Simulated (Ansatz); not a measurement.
SiRu in space group P2_13 (No. 198; Ru on 4a, Si on 4a) under volume change, plane-wave PAW PBEsol (Ansatz code), shape and atoms relaxed at each volume.

| V (Å³/atom) | E − E(relaxed) (meV/atom) | P (GPa) |
|---|---|---|
| 11.732 | 91.2 | 27.82 |
| 12.118 | 37.9 | 16.79 |
| 12.505 | 8.9 | 7.60 |
| 12.892 | 0.0 | 0.00 |
| 13.279 | (withheld) | (withheld) |
| 13.666 | 29.4 | -11.46 |
| 14.052 | (withheld) | (withheld) |

### Question
Fill in the missing entries.

### Answer

- 13.279, E − E(relaxed) (meV/atom): 7.8
- 13.279, P (GPa): -6.25
- 14.052, E − E(relaxed) (meV/atom): 62.4
- 14.052, P (GPa): -15.74

### Question
What does a third-order Birch–Murnaghan fit give for V₀, B₀ and B′?

### Answer
V₀ = 12.89 Å³/atom, B₀ = 230 GPa, B′ = 5.3.

Symmetry was held in the PBEsol relaxation. No spin polarisation was allowed.

Potentials: the later of the program's two PAW sets.
